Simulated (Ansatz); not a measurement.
YSi:
```yaml
crystal:
  lattice:
    - [2.14283, -5.28032, 0.00000]
    - [2.14283, 5.28032, 0.00000]
    - [0.00000, 0.00000, 3.84124]
  atoms:
    - { symbol: Y, position: [0.14049, 0.85951, 0.75000] }
    - { symbol: Y, position: [0.85951, 0.14049, 0.25000] }
    - { symbol: Si, position: [0.42418, 0.57582, 0.75000] }
    - { symbol: Si, position: [0.57582, 0.42418, 0.25000] }
```

Relaxed with r²SCAN. Special points in fractions of this cell's reciprocal vectors: Γ (0.000, 0.000, 0.000); Y (-0.500, 0.500, 0.000); C0 (-0.291, 0.709, 0.000); Σ0 (0.291, 0.291, 0.000); Z (0.000, 0.000, 0.500); A0 (0.291, 0.291, 0.500); E0 (-0.291, 0.709, 0.500); T (-0.500, 0.500, 0.500); S (0.000, 0.500, 0.000); R (0.000, 0.500, 0.500).

Question: List the band energies nearest the Fermi level at these points for r²SCAN (plane waves, PAW; program Ansatz).

Answer: In eV from the Fermi level; about four levels below and three above (degenerate sets whole), none deeper than 8.9 eV; points with the same levels are listed once.

| k | below | above |
|---|---|---|
| Γ | -3.01 -2.58 -1.83 -1.29 | 0.28 0.77 1.96 |
| Y | -2.14 -2.04 -1.09 -0.67 | 1.55 1.93 1.99 |
| C0 | -4.71 -2.52 -2.27 -2.00 | 0.70 0.73 1.34 |
| Z | -2.25 -2.25 -1.04 -1.04 | 3.22 3.22 3.78 3.78 |
| A0 | -2.30 -2.30 -0.21 -0.21 | 2.46 2.46 4.09 4.09 |
| T | -1.82 -1.82 0.00 0.00 | 1.74 1.74 2.15 2.15 |
| S | -4.45 -3.01 -2.51 -1.86 | 0.48 0.93 1.40 |
| R | -2.45 -2.45 -0.43 -0.43 | 3.36 3.36 3.85 3.85 |

Space group Cmcm. The workflow started from a Materials Project entry (that database holds measured and hypothetical structures alike); the Crystallography Open Database copy checked does not list it. Its standing as an ambient phase is unchecked. Symmetry was held in the r²SCAN relaxation; whether a distortion lowers the energy is not shown. No spin polarisation was allowed. Spin–orbit coupling is left out wherever it is not named.

Potentials: the later of the program's two PAW sets.
